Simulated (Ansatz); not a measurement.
## Zn₂CdO₃: zone-centre modes

Method: DFT PBE, scalar-relativistic, plane waves, PAW (Ansatz). Plane waves to 420 eV; Γ-centred k mesh 14×14×14; Gaussian smearing of 0.01 eV. No spin polarisation. Phonons by linear response, acoustic sum rule imposed.

The cell, relaxed at this level:
```
Zn Cd O
1.0
    -1.68113    1.68113    7.26374
     1.68113   -1.68113    7.26374
     1.68113    1.68113   -7.26374
Zn Cd O
2 1 3
Cartesian
  0.0000 0.0000 11.9957
  0.0000 0.0000 2.5317
  0.0000 0.0000 7.2637
  1.6811 0.0000 5.8296
  1.6811 0.0000 1.4341
  0.0000 1.6811 3.6319
```

It was reached by relaxing an invented guess, and it needn't be the stable form of this composition.

Optical modes at Γ:
```tsv
frequency (cm⁻¹)	degeneracy
77	2
115	2
183	1
204	1
328	2
347	1
383	2
419	2
487	1
489	1
```

All 15 optical modes at Γ are real: no displacement of atoms at fixed cell lowers the energy to second order. Strains and modes at other wave vectors aren't tested by this run.
